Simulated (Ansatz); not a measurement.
**Zn3Ni: computed DOS**

```xyz
4
Lattice="-1.8066 1.8066 3.8760 1.8066 -1.8066 3.8760 1.8066 1.8066 -3.8760" Properties=species:S:1:pos:R:3 pbc="T T T"
Zn    0.0000    1.8066    1.9380
Zn    1.8066    0.0000    1.9380
Zn    0.0000    0.0000    3.8760
Ni    0.0000    0.0000    0.0000
```

The cell is the one relaxed in the Materials Project (mp-971941), not relaxed further here; entries there can be hypothetical.

Spin polarisation is left out, and whether a magnetic state lies lower isn't shown here.

Theory: DFT, PBEsol, all-electron LAPW, scalar-relativistic (Ansatz 0.2.0).

Numerical set-up: a Γ-centred 16×16×16 k mesh, Fermi–Dirac smearing of 0.05 eV, basis error target 1 meV/atom, no spin polarisation.

States per eV and cell, averaged over 0.4 eV, from -11.0 to 6.4 eV, with energies (bin centres) from the Fermi level; empty bins are left out. The partial columns, the largest 3 alone, are projections on Löwdin-orthogonalised atomic shells (those that the program's projection atoms carry: the occupied ones and, for some elements, an empty d or f shell; other empty shells have no column), summed over atoms of an element. Weights on diffuse s and p shells depend on that basis and aren't pure angular character.

```json
{"E (eV)": "-10.9", "total": "0.01", "Zn 3d": "0.00", "Ni 3d": "0.00", "Zn 4s": "0.01"}
{"E (eV)": "-10.5", "total": "0.16", "Zn 3d": "0.00", "Ni 3d": "0.00", "Zn 4s": "0.13"}
{"E (eV)": "-10.1", "total": "0.28", "Zn 3d": "0.00", "Ni 3d": "0.00", "Zn 4s": "0.22"}
{"E (eV)": "-9.7", "total": "0.39", "Zn 3d": "0.01", "Ni 3d": "0.00", "Zn 4s": "0.30"}
{"E (eV)": "-9.3", "total": "0.52", "Zn 3d": "0.04", "Ni 3d": "0.00", "Zn 4s": "0.39"}
{"E (eV)": "-8.9", "total": "0.78", "Zn 3d": "0.15", "Ni 3d": "0.00", "Zn 4s": "0.52"}
{"E (eV)": "-8.5", "total": "2.28", "Zn 3d": "1.37", "Ni 3d": "0.01", "Zn 4s": "0.79"}
{"E (eV)": "-8.1", "total": "13.30", "Zn 3d": "12.11", "Ni 3d": "0.10", "Zn 4s": "0.76"}
{"E (eV)": "-7.7", "total": "16.92", "Zn 3d": "16.18", "Ni 3d": "0.11", "Zn 4s": "0.41"}
{"E (eV)": "-7.3", "total": "21.22", "Zn 3d": "20.60", "Ni 3d": "0.12", "Zn 4s": "0.33"}
{"E (eV)": "-6.9", "total": "19.00", "Zn 3d": "18.63", "Ni 3d": "0.06", "Zn 4s": "0.21"}
{"E (eV)": "-6.5", "total": "3.82", "Zn 3d": "3.38", "Ni 3d": "0.02", "Zn 4s": "0.31"}
{"E (eV)": "-6.1", "total": "0.85", "Zn 3d": "0.38", "Ni 3d": "0.02", "Zn 4s": "0.34"}
{"E (eV)": "-5.7", "total": "0.98", "Zn 3d": "0.33", "Ni 3d": "0.04", "Zn 4s": "0.51"}
{"E (eV)": "-5.3", "total": "1.00", "Zn 3d": "0.23", "Ni 3d": "0.08", "Zn 4s": "0.56"}
{"E (eV)": "-4.9", "total": "0.87", "Zn 3d": "0.15", "Ni 3d": "0.09", "Zn 4s": "0.47"}
{"E (eV)": "-4.5", "total": "0.90", "Zn 3d": "0.12", "Ni 3d": "0.12", "Zn 4s": "0.44"}
{"E (eV)": "-4.1", "total": "0.94", "Zn 3d": "0.10", "Ni 3d": "0.16", "Zn 4s": "0.41"}
{"E (eV)": "-3.7", "total": "1.09", "Zn 3d": "0.10", "Ni 3d": "0.23", "Zn 4s": "0.44"}
{"E (eV)": "-3.3", "total": "1.42", "Zn 3d": "0.11", "Ni 3d": "0.41", "Zn 4s": "0.49"}
{"E (eV)": "-2.9", "total": "1.82", "Zn 3d": "0.11", "Ni 3d": "0.76", "Zn 4s": "0.43"}
{"E (eV)": "-2.5", "total": "2.23", "Zn 3d": "0.09", "Ni 3d": "1.20", "Zn 4s": "0.31"}
{"E (eV)": "-2.1", "total": "4.07", "Zn 3d": "0.11", "Ni 3d": "3.21", "Zn 4s": "0.21"}
{"E (eV)": "-1.7", "total": "9.28", "Zn 3d": "0.20", "Ni 3d": "8.34", "Zn 4s": "0.14"}
{"E (eV)": "-1.3", "total": "5.11", "Zn 3d": "0.09", "Ni 3d": "4.40", "Zn 4s": "0.17"}
{"E (eV)": "-0.9", "total": "2.92", "Zn 3d": "0.05", "Ni 3d": "1.93", "Zn 4s": "0.33"}
{"E (eV)": "-0.5", "total": "1.87", "Zn 3d": "0.04", "Ni 3d": "0.88", "Zn 4s": "0.32"}
{"E (eV)": "-0.1", "total": "1.26", "Zn 3d": "0.02", "Ni 3d": "0.49", "Zn 4s": "0.23"}
{"E (eV)": "0.3", "total": "0.88", "Zn 3d": "0.02", "Ni 3d": "0.27", "Zn 4s": "0.16"}
{"E (eV)": "0.7", "total": "0.86", "Zn 3d": "0.01", "Ni 3d": "0.22", "Zn 4s": "0.14"}
{"E (eV)": "1.1", "total": "1.08", "Zn 3d": "0.01", "Ni 3d": "0.24", "Zn 4s": "0.17"}
{"E (eV)": "1.5", "total": "1.18", "Zn 3d": "0.02", "Ni 3d": "0.25", "Zn 4s": "0.34"}
{"E (eV)": "1.9", "total": "1.24", "Zn 3d": "0.02", "Ni 3d": "0.21", "Zn 4s": "0.37"}
{"E (eV)": "2.3", "total": "1.26", "Zn 3d": "0.02", "Ni 3d": "0.17", "Zn 4s": "0.36"}
{"E (eV)": "2.7", "total": "1.15", "Zn 3d": "0.02", "Ni 3d": "0.12", "Zn 4s": "0.29"}
{"E (eV)": "3.1", "total": "1.18", "Zn 3d": "0.01", "Ni 3d": "0.09", "Zn 4s": "0.26"}
{"E (eV)": "3.5", "total": "1.16", "Zn 3d": "0.01", "Ni 3d": "0.08", "Zn 4s": "0.22"}
{"E (eV)": "3.9", "total": "1.18", "Zn 3d": "0.01", "Ni 3d": "0.07", "Zn 4s": "0.20"}
{"E (eV)": "4.3", "total": "1.14", "Zn 3d": "0.01", "Ni 3d": "0.05", "Zn 4s": "0.16"}
{"E (eV)": "4.7", "total": "1.11", "Zn 3d": "0.01", "Ni 3d": "0.04", "Zn 4s": "0.15"}
{"E (eV)": "5.1", "total": "1.28", "Zn 3d": "0.01", "Ni 3d": "0.04", "Zn 4s": "0.24"}
{"E (eV)": "5.5", "total": "1.42", "Zn 3d": "0.01", "Ni 3d": "0.04", "Zn 4s": "0.26"}
{"E (eV)": "5.9", "total": "1.51", "Zn 3d": "0.01", "Ni 3d": "0.03", "Zn 4s": "0.24"}
{"E (eV)": "6.3", "total": "1.41", "Zn 3d": "0.01", "Ni 3d": "0.03", "Zn 4s": "0.18"}
```

Question: Which of the resolved shells contributes most within 0.3 eV of the Fermi level?

Answer: Ni 3d, with 37 % of all states there; Zn 4s follows with 19 %.

Question: Where is the centre of the filled Zn 3d states between -14 eV and the top of the filled states?

Answer: -7.31 eV from the Fermi level.
